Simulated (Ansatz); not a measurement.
Single point in Ansatz 0.2.0 with PBEsol, with U_eff = 3.18 eV on Mn d (all-electron-ortho-atomic projectors), collinear spin. Cutoff 420 eV, PAW datasets, 6×6×6 Γ-centred k mesh, fermi-dirac filling (width 0.0121 eV).

Computed maps in the lattice plane spanned by b (left to right, 3.83 Å, 12 points from zero) and c (bottom to top, 3.83 Å, 12 points from zero), 90° apart, at height 0.000 along a. The fields are smooth PAW ones with compensation charges, not the true ones near nuclei.

Valence density. Digits on a logarithmic scale: 0 up to 0.03 e/Å³, each further digit a factor of 1.6, 9 from 1.3 e/Å³ up:
```
999789998799
997578987579
775455655457
987533333578
998532223589
999632223699
998532223589
987533333578
775455655457
997578987579
999789998799
999799999799
```

Problem. The cell is MnPbO3. Which atoms lie within 0.2 Å of this plane, and where (fractions of b and c)?

Solution. Mn at (0.00, 0.00), O at (0.50, 0.00), O at (0.00, 0.50). The whole cell:
```
CELL_PARAMETERS angstrom
3.82599 0.00000 0.00000
0.00000 3.82599 0.00000
0.00000 0.00000 3.82599
ATOMIC_POSITIONS crystal
Mn 0.00000 0.00000 0.00000
O 0.50000 0.00000 0.00000
O 0.00000 0.50000 0.00000
O 0.00000 0.00000 0.50000
Pb 0.50000 0.50000 0.50000
```

Magnetic state (reached from a saved solution, and it need not be the lowest): Mn1 up.

Origin: a known structure type with other elements, at an estimated volume, so it need not be a known compound.
